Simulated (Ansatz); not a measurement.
# Calculated ⁴⁹Ti nuclear quadrupole resonance for TiO₂

Cell: a structure deposited in the COD whose atoms were relaxed with PBE, the cell held.

```cif
data_TiO2
_symmetry_space_group_name_H-M 'Pbca'
_symmetry_Int_Tables_number 61
_cell_length_a 5.1450
_cell_length_b 9.1850
_cell_length_c 5.4470
_cell_angle_alpha 90.000
_cell_angle_beta 90.000
_cell_angle_gamma 90.000
loop_
_atom_site_label
_atom_site_type_symbol
_atom_site_symmetry_multiplicity
_atom_site_Wyckoff_symbol
_atom_site_fract_x
_atom_site_fract_y
_atom_site_fract_z
Ti Ti 8 c 0.1386 0.1290 0.9056
O9 O 8 c 0.4646 0.2299 0.8912
O17 O 8 c 0.8160 0.0098 0.8506
```

One atom of each set is listed.

Method: Kohn–Sham DFT in Ansatz, r2SCAN, plane waves and PAW, scalar-relativistic, 500 eV cutoff, Γ-centred 5×3×4 k-points, Fermi–Dirac smearing 0.02 eV.

⁴⁹Ti: I = 7/2, Q = 247.0 mb (year-2017 value). Static lattice, zero field.

(1) Predict the zero-field ⁴⁹Ti lines of each site.

(2) And for 47Ti (I = 5/2, Q = 302.0 mb) on Ti?

## Answers

(1) For I = 7/2 and η = 0 the lines are |C_Q|/14 times 1, 2 and 3; η shifts the lowest up most.

```
site  atoms  V_zz (10²¹ V/m²)  C_Q (MHz)     η  line frequencies (MHz)
  Ti      8              1.93       11.5  0.85        1.51, 1.95, 2.28
```

(2) C_Q scales with Q to 14.1 MHz, with lines at 3.37, 3.82, 7.19 MHz.

The run took 41 s of wall time (41 s of CPU time) and 1.3 GiB at its peak, on 1 thread of AMD EPYC 9R45 96-Core Processor (Zen 5) (x86_64; 48 cores open to the job, memory cap 3.0 GiB, no GPU), a shared host with a load of 0.7 a core.
